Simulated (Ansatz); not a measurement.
Relaxed candidate structures of LiTaGeO$_{5}$:

A. Cm (No. 8), mS16; a = 5.150 Å, b = 5.114 Å, c = 7.660 Å, α = 90.00°, β = 96.74°, γ = 90.00°; Ge 2a (0.260, 0.000, 0.793); Li 2a (0.239, 0.500, 0.623); O 4b (0.499, 0.249, 0.730); O 4b (0.118, 0.255, 0.349); O 2a (0.299, 0.000, 0.028); Ta 2a (0.345, 0.000, 0.270)

B. C2/c (No. 15), mS32; a = 7.599 Å, b = 8.104 Å, c = 7.492 Å, α = γ = 90.00°, β = 119.59°; Li 4e (0.000, 0.308, 0.250); Ta 4a (0.000, 0.000, 0.000); Ge 4e (0.000, 0.639, 0.250); O 8f (0.499, 0.262, 0.058); O 8f (0.301, 0.004, 0.651); O 4e (0.000, 0.068, 0.250)

Put the candidates in order of energy per atom, lowest first, for r2SCAN (plane waves to 500 eV, PAW, scalar-relativistic; Ansatz, a first-principles code).

B (reference, the lowest of the structures calculated here), A (+209 meV/atom)

Give each candidate's band gap.

No candidate is metallic. A: 0.84 eV (no spin-orbit coupling); B: 4.37 eV (no spin-orbit coupling).

 1 generated cell of layers, chains or molecules, poorly bound without dispersion, is left out. Each run could gain symmetry but not lose that of its start, so entries can be saddle points. From databases, or of a type measured for this composition: C2/c, mS32; the others are generated cells (placed on structure types, drawn at random, substituted or restacked) that were not matched to a known phase here. Static energies at zero pressure. The runs use different k-meshes, so differences are rounded accordingly. No spin polarisation in the result. Gaps of cells over 8 atoms come from the SCF mesh and high-symmetry points alone.
